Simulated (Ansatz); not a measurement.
FeBiO$_{3}$:
```
CELL_PARAMETERS angstrom
     -2.86714     3.69433     2.99090
      2.86714    -3.69433     2.99090
      2.86714     3.69433    -2.99090
ATOMIC_POSITIONS crystal
  Bi 0.86378 0.11378 0.75000
  Fe 0.04528 0.54528 0.50000
  O  0.22714 0.47714 0.75000
  O  0.73011 0.46061 0.73050
  O  0.73011 0.99961 0.26950
  Bi 0.36378 0.11378 0.25000
  Fe 0.54528 0.54528 0.00000
  O  0.72714 0.47714 0.25000
  O  0.23011 0.46061 0.23050
  O  0.23011 0.99961 0.76950
```
Starting moments (μB, in the order of the atoms Bi Fe O O O Bi Fe O O O): 0.0 3.5 0.0 -0.2 -0.2 0.0 -3.5 0.0 0.2 0.2.

Relaxed with PBEsol. Special points in fractions of this cell's reciprocal vectors: Γ (0.000, 0.000, 0.000); X (0.500, -0.500, 0.500); F0 (0.401, -0.401, 0.599); Σ0 (-0.401, 0.401, 0.401); Λ0 (0.414, 0.414, -0.414); G0 (0.586, -0.414, 0.414); R (0.000, 0.500, 0.000); W (0.250, 0.250, 0.250); S (0.500, 0.000, 0.000); T (0.000, 0.000, 0.500).

Q: List the band energies nearest the valence-band maximum at these points for DFT-PBEsol in the program Ansatz with PAW potentials.

A: In eV from the valence-band maximum; about four levels below and three above (degenerate sets whole), none deeper than 8.9 eV; points with the same levels are listed once.

```csv
k,below,above
Γ ↑,-1.71 -1.61 -0.38 -0.18,0.89 0.92 0.94
X ↑,-1.33 -1.24 -0.82 -0.38,1.00 1.01 1.33
F0 ↑,-1.40 -1.36 -0.95 -0.29,1.02 1.21 1.34
Λ0 ↑,-1.46 -1.42 -0.63 -0.31,1.00 1.00 1.30
R ↑,-1.72 -1.70 -1.10 -0.20,0.91 1.01 1.23
W ↑,-1.61 -1.49 -1.10 -0.32,1.07 1.10 1.18
S ↑,-1.73 -1.61 -0.41 -0.10,0.73 0.98 1.35
T ↑,-1.61 -1.30 -1.00 -0.27,1.06 1.26 1.40
```

Space group Amm2. The start of the workflow was typed in or built on a structure type; neither database checked (COD, Materials Project) lists it. It is not the phase usual at ambient conditions (space group No. 161). The cell was relaxed with PBEsol under the symmetry of its start, as lowered by the spin order; its stability against distortions is not shown here. Spin order of the final state: antiferromagnetic, chosen from 5 collinear starts compared on coarse meshes (ties went to the first, and starts can fall back to one state), not a proven ground state. No Hubbard U is applied. Point labels and valley counts follow the cell and symmetry of the run, lower than the named group. Spin–orbit coupling is left out wherever it is not named.

Potentials: the later of the program's two PAW sets.
